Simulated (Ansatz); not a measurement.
**Response of Na to small distortions**

```yaml
crystal:
  lattice:
    - [-2.11750, 2.11750, 2.11750]
    - [2.11750, -2.11750, 2.11750]
    - [2.11750, 2.11750, -2.11750]
  atoms:
    - { symbol: Na, position: [0.00000, 0.00000, 0.00000] }
```

The structure is an experimental refinement, used without relaxation.

The calculation used DFT, PBEsol, all-electron PAW with datasets made for the crystal, scalar-relativistic (Ansatz 0.2.0).

Numerical set-up: a Γ-centred 12×12×12 k mesh, Fermi–Dirac smearing of 0.05 eV, cutoff 160 eV (chosen by the program for this cell), no spin polarisation.

The unchanged cell is at -0.32 GPa.

In a metal, stresses and small energies carry noise from the k mesh.

x, y and z are the Cartesian axes of the cell as listed; fractional coordinates follow a strain, and an engineering shear is twice the off-diagonal strain component.

Q: One change gave: energy change under 1 meV/atom; stress change (xx, yy, zz, yz, xz, xy) 0.00, 0.00, 0.00, -0.04, -0.04, -0.04 GPa, compression positive. Which change was it?
A. equal xy, yz and zx engineering shear strains of +2 %
B. equal xy, yz and zx engineering shear strains of -1 %
C. equal xy, yz and zx engineering shear strains of -2 %
D. equal xy, yz and zx engineering shear strains of +3 %
E. equal xy, yz and zx engineering shear strains of -3 %
F. equal xy, yz and zx engineering shear strains of +1 %

A: F. For equal xy, yz and zx engineering shear strains of -2 %: energy change under 1 meV/atom; stress change (xx, yy, zz, yz, xz, xy) 0.00, 0.00, 0.00, 0.09, 0.09, 0.09 GPa, compression positive. For equal xy, yz and zx engineering shear strains of +3 %: energy change +1 meV/atom; stress change (xx, yy, zz, yz, xz, xy) 0.01, 0.01, 0.01, -0.14, -0.14, -0.14 GPa, compression positive. For equal xy, yz and zx engineering shear strains of -3 %: energy change +1 meV/atom; stress change (xx, yy, zz, yz, xz, xy) 0.01, 0.01, 0.01, 0.15, 0.15, 0.15 GPa, compression positive. For equal xy, yz and zx engineering shear strains of -1 %: energy change under 1 meV/atom; stress change (xx, yy, zz, yz, xz, xy) 0.00, 0.00, 0.00, 0.04, 0.04, 0.04 GPa, compression positive. For equal xy, yz and zx engineering shear strains of +2 %: energy change under 1 meV/atom; stress change (xx, yy, zz, yz, xz, xy) 0.00, 0.00, 0.00, -0.08, -0.08, -0.08 GPa, compression positive.
